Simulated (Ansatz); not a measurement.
## Calculated ⁹¹Zr nuclear quadrupole resonance for Zr₃Cd₂

Cell: an entry of the Crystallography Open Database (COD) whose atoms were relaxed with PBE, the cell held.

```yaml
crystal:
  lattice:
    - [5.30000, 0.00000, 0.00000]
    - [0.00000, 6.52000, 0.00000]
    - [0.00000, 0.00000, 7.86000]
  atoms:
    - { symbol: Zr, position: [0.00000, 0.00000, 0.50000] }
    - { symbol: Zr, position: [0.50000, 0.00000, 0.00000] }
    - { symbol: Zr, position: [0.00000, 0.00000, 0.00000] }
    - { symbol: Cd, position: [0.50000, 0.50000, 0.50000] }
    - { symbol: Cd, position: [0.50000, 0.00000, 0.50000] }
```

Atom numbers follow the list; atoms alike are taken as one site, whose name carries the number of the first.

All values are calculated (Ansatz; DFT, r2SCAN, plane waves and PAW, scalar-relativistic, 500 eV cutoff, Γ-centred 6×5×4 k-points, Fermi–Dirac smearing 0.05 eV), not measured.

⁹¹Zr: I = 5/2, Q = -176.0 mb (year-2017 value). Static lattice, zero field.

(1) At which frequencies do the ⁹¹Zr NQR lines lie?

Results:

(1) For I = 5/2 and η = 0 the lines are 3|C_Q|/20 and twice that; η pulls their ratio below 2.

```json
{"site": "Zr1", "atoms": "1", "V_zz (10²¹ V/m²)": "17.69", "C_Q (MHz)": "-75.3", "η": "0.45", "line frequencies (MHz)": "13.6, 21.8"}
{"site": "Zr2", "atoms": "2", "V_zz (10²¹ V/m²)": "12.09", "C_Q (MHz)": "-51.5", "η": "0.52", "line frequencies (MHz)": "9.70, 14.7"}
{"site": "Zr3", "atoms": "3", "V_zz (10²¹ V/m²)": "11.88", "C_Q (MHz)": "-50.5", "η": "0.68", "line frequencies (MHz)": "10.7, 14.1"}
```

At this cell the principal stresses reach 8 GPa in size with r2SCAN, which can matter for small gradients. The run finds no gap above 0.1 eV (a metal, or nearly one), so the gradients can move by 10 % or more with the k-mesh. Without spin–orbit coupling (the program notes it for Cd and Zr) the gradients can shift somewhat, as the gap is small.
